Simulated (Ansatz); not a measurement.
Ba$_{2}$N in space group R-3m (No. 166; Ba on 6c, N on 3a), LDA in the plane-wave PAW code Ansatz, all energies at zero smearing, with the estimated change up to a 700 eV cutoff added, with one set of potentials and settings (totals compare only within such a set). Cell of 3 atoms (2 Ba, 1 N): -11934.750 eV.

| element | reference phase | E (eV/atom) |
|---|---|---|
| Ba | Im-3m, 1 atoms in the cell | -5779.5825 |
| N | P4_2/mnm, 4 atoms in the cell | -373.6497 |

Formation energy per atom, worked out: (-11934.750 − 2×(-5779.5825) − 1×(-373.6497))/3 = -0.645 eV/atom (-62 kJ per mol of atoms), at 0 K, without zero-point energy or fitted corrections.

The workflow started from a Materials Project entry (that database holds measured and hypothetical structures alike); the Crystallography Open Database files this formula in space group No. 166, but the cells were not matched. Its standing as an ambient phase is unchecked. Symmetry was held in the LDA relaxation; its stability against distortions is not shown here. The references are the lowest solids computed at this level, not always the standard phases (solids in place of the gases). Scalar-relativistic: spin–orbit coupling is off unless named, which matters more the heavier the elements.

Potentials: the later of the program's two PAW sets.
